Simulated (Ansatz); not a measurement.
## What DFT gives for SiGeF

```
CELL_PARAMETERS angstrom
3.28943 0.00000 0.00000
0.00000 3.28943 0.00000
0.00000 0.00000 7.44353
ATOMIC_POSITIONS crystal
Ge 0.25000 0.25000 0.61170
Ge 0.75000 0.75000 0.38830
Si 0.75000 0.25000 0.00000
Si 0.25000 0.75000 0.00000
F 0.25000 0.25000 0.25580
F 0.75000 0.75000 0.74420
```

Level: PBE, no spin polarisation; 420 eV; 8×8×4 Γ-centred mesh; methfessel-paxton occupations (width 0.1185 eV); Ansatz 0.2.0, fixed geometry.

(1) Is there a gap?

(2) What is the formation energy?

(3) How is the charge shared?

(4) Which atom feels the largest force, and which way?

Origin: a known structure type with other elements, at an estimated volume, so it need not be a known compound. Caveats: many states at the Fermi level without spin polarisation, so a magnetic state may lie lower; atoms or cell far from equilibrium.

Answers

(1) It is a metal, with about 2.1 states/eV a cell as the mean within 0.25 eV of the Fermi level, mostly Ge p (43 %) and Si p (29 %).

(2) -0.12 eV an atom against the elements' usual phases (free molecules for gases, crystals otherwise, with no correction for O₂ or N₂), so it is bound against them; other compounds may still compete. Relaxing would lower it.

(3) Bader charges in e: Si +0.34, Ge +0.47, F -0.81. In the mean Ge gives up most and F takes most.

(4) The largest is on Ge1 (and as large on other atoms): 0.44 eV/Å, components (0.00, 0.00, -0.44). It makes 113° with the line to a nearest neighbour, F6 at 2.53 Å.
